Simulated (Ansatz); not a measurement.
Relaxed-ion elastic tensor of C3H2BO in space group C2/m (No. 12; Pearson symbol mS84) in GPa (Voigt order), r²SCAN+D4 in the plane-wave PAW code Ansatz; density 1.00 g/cm³, 15.35 Å³ per atom.

```json
[
 {"": "1", "1": "43.0", "2": "50.4", "3": "22.2", "4": "0.0", "5": "29.0", "6": "0.0"},
 {"": "2", "1": "50.4", "2": "96.0", "3": "25.2", "4": "0.0", "5": "35.6", "6": "0.0"},
 {"": "3", "1": "22.2", "2": "25.2", "3": "17.0", "4": "0.0", "5": "13.3", "6": "0.0"},
 {"": "4", "1": "0.0", "2": "0.0", "3": "0.0", "4": "3.9", "5": "0.0", "6": "4.6"},
 {"": "5", "1": "29.0", "2": "35.6", "3": "13.3", "4": "0.0", "5": "23.3", "6": "0.0"},
 {"": "6", "1": "0.0", "2": "0.0", "3": "0.0", "4": "4.6", "5": "0.0", "6": "6.7"}
]
```

Task: Is the crystal mechanically stable?

Result: On the edge, within the error: the smallest eigenvalue of C is 0.5 GPa.

Task: Work out the Voigt and Reuss bounds. Is their mean of use?

Result: K_V = 39.1, K_R = 6.7; G_V = 10.7, G_R = 1.5 GPa. The bounds lie so far apart that a Hill average or a Debye temperature from it would say little.

The cell is a constructed one: a structure type filled with these elements; neither database checked (COD, Materials Project) lists it. Its standing as an ambient phase is unchecked. Symmetry was held in the r²SCAN+D4 relaxation; whether a distortion lowers the energy is not shown.

Potentials: the later of the program's two PAW sets.
